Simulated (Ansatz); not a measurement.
**MgAu4Se4Cl4O12: ³⁷Cl nuclear quadrupole resonance**

Cell: a computed structure from the Materials Project (it need not be an observed phase), taken as it stands.

```cif
data_structure
_symmetry_space_group_name_H-M 'P 1'
_symmetry_Int_Tables_number 1
_cell_length_a 4.9137
_cell_length_b 10.2425
_cell_length_c 11.2238
_cell_angle_alpha 101.471
_cell_angle_beta 93.625
_cell_angle_gamma 90.369
_cell_volume 552.38
loop_
_atom_site_label
_atom_site_type_symbol
_atom_site_fract_x
_atom_site_fract_y
_atom_site_fract_z
_atom_site_occupancy
Mg1 Mg 0.47027 0.73889 0.83935 1
Se2 Se 0.24824 0.14625 0.27892 1
Se3 Se 0.82706 0.24435 0.90197 1
Se4 Se 0.15406 0.70225 0.10221 1
Se5 Se 0.90114 0.85989 0.70467 1
Au6 Au 0.99418 0.41066 0.17588 1
Au7 Au 0.00764 0.97592 0.00615 1
Au8 Au 0.92482 0.56668 0.82355 1
Au9 Au 0.97634 0.02779 0.49962 1
Cl10 Cl 0.55529 0.54086 0.68347 1
Cl11 Cl 0.31550 0.51696 0.32171 1
Cl12 Cl 0.71667 0.83453 0.43060 1
Cl13 Cl 0.23662 0.22039 0.55906 1
O14 O 0.30604 0.04470 0.13859 1
O15 O 0.25867 0.65432 0.95140 1
O16 O 0.97303 0.24433 0.24738 1
O17 O 0.89716 0.81227 0.07711 1
O18 O 0.92018 0.57552 0.10329 1
O19 O 0.09590 0.13767 0.94081 1
O20 O 0.71119 0.31585 0.04601 1
O21 O 0.23243 0.84054 0.74381 1
O22 O 0.04182 0.02646 0.32405 1
O23 O 0.05324 0.35166 0.86852 1
O24 O 0.75424 0.89543 0.85382 1
O25 O 0.90049 0.02210 0.67566 1
```

Atom numbers follow the list; atoms alike are taken as one site, whose name carries the number of the first.

Method: Kohn–Sham DFT in Ansatz, r2SCAN, plane waves and PAW, scalar-relativistic, 500 eV cutoff, Γ-centred 6×3×3 k-points, Fermi–Dirac smearing 0.05 eV.

³⁷Cl: I = 3/2, Q = -63.93 mb (year-2017 value). Static lattice, zero field.

Task: At which frequencies do the ³⁷Cl NQR lines lie?

Result: For I = 3/2 there is one line, ν = (|C_Q|/2)(1 + η²/3)^½.

```json
{"site": "Cl10", "atoms": "10", "V_zz (10²¹ V/m²)": "18.93", "C_Q (MHz)": "-29.3", "η": "0.44", "line frequencies (MHz)": "15.1"}
{"site": "Cl11", "atoms": "11", "V_zz (10²¹ V/m²)": "28.4", "C_Q (MHz)": "-43.8", "η": "0.01", "line frequencies (MHz)": "21.9"}
{"site": "Cl12", "atoms": "12", "V_zz (10²¹ V/m²)": "28.1", "C_Q (MHz)": "-43.4", "η": "0.09", "line frequencies (MHz)": "21.7"}
{"site": "Cl13", "atoms": "13", "V_zz (10²¹ V/m²)": "28.6", "C_Q (MHz)": "-44.2", "η": "0.08", "line frequencies (MHz)": "22.1"}
```

Task: And for ³⁵Cl (I = 3/2, Q = -81.12 mb) on Cl13?

Result: C_Q scales with Q to -56.1 MHz, with lines at 28.1 MHz.

At Cl11, Cl12 and Cl13 V_zz points along its bond to Au (within 3°) in each case. At Cl10 V_zz points along the shorter of its two bonds, to Au (within 4°).

The largest force is 1.1 eV/Å, so the atoms aren't at the calculated equilibrium and relaxing them would move these values. Without spin–orbit coupling the gradients at and beside Au can be off by some per cent, at some sites by more.
